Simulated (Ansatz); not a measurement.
# Na: frozen-core PAW against all-electron methods

```yaml
crystal:
  lattice:
    - [-2.07515, 2.11750, 2.11750]
    - [2.11750, -2.07515, 2.11750]
    - [2.11750, 2.11750, -2.07515]
  atoms:
    - { symbol: Na, position: [0.00000, 0.00000, 0.00000] }
```

The cell comes from COD entry 9011002, which wasn't checked; take it as a given geometry. The listed cell was then made from it by scaling, straining or moving an atom.

Levels of theory: DFT, PBEsol, PAW with Ansatz's default frozen-core files, scalar-relativistic (Ansatz 0.2.0); DFT, PBEsol, all-electron LAPW, scalar-relativistic (Ansatz 0.2.0).

For PAW: a Γ-centred 11×11×11 k mesh, Fermi–Dirac smearing of 0.03 eV, cutoff 420 eV, no spin polarisation; the PAW files were made with PBE, and the program remakes their frozen cores for this functional. LAPW targets a basis error of 0.5 meV/atom. The Ansatz runs share mesh, smearing and spin set-up. Plane-wave (PAW) pressures include the program's estimate of the Pulay term.

Stress and pressure are positive in compression.

The change that made this cell: equal xy, yz and zx engineering shear strains of +2 %.

PAW results:

```csv
quantity,PAW
pressure (GPa),-0.34
stress yz (GPa),-0.13
stress xz (GPa),-0.13
stress xy (GPa),-0.13
```

(1) What does all-electron LAPW give for the same quantities?

Results:

(1) 
```csv
quantity,LAPW
pressure (GPa),-0.33
stress yz (GPa),-0.13
stress xz (GPa),-0.13
stress xy (GPa),-0.13
```
